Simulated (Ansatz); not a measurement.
Structures of Ge2Se3: which is lowest?

Plane-wave DFT in Ansatz with scalar-relativistic PAW potentials, cutoff 420 eV, Γ-centred meshes chosen by cell and gap, Gaussian smearing with energies taken to zero width. Every cell was relaxed (cell and atoms) in a run of its own, within the symmetry of its start. Functional: PBE.

Relaxed structures (starts from databases or built by putting these elements on another compound's sites):
A. R-3c, 10 atoms in the computed cell, a = 6.728 Å, c = 18.379 Å; sites (symmetry × multiplicity) Ge 3. × 12, Se .2 × 18; start: built
B. R-3m, 5 atoms in the computed cell, a = 3.763 Å, c = 29.371 Å; sites (symmetry × multiplicity) Ge 3m × 6, Se -3m × 3 + 3m × 6; start: built
C. P-3m1, 5 atoms in the computed cell, a = 3.779 Å, c = 9.466 Å; sites (symmetry × multiplicity) Ge 3m. × 2, Se -3m. × 1 + 3m. × 2; start: built

Rank them by energy. Could pressure change the order?

| structure | group | E − E(lowest) (meV/atom) | V (Å³/atom) | gap on mesh (eV) |
| --- | --- | --- | --- | --- |
| C | P-3m1 | 0.0 | 23.41 | 0.00 |
| B | R-3m | 2.6 | 24.01 | 0.00 |
| A | R-3c | 109 | 24.02 | 0.00 |

C and B are level within the 5 meV/atom that separate runs leave open. The two lowest differ in volume by under 3 %, too little for a first-order estimate of what pressure does to that pair (other pairs aren't weighed here). Other structures may lie lower than all of these, and vibrations aren't counted.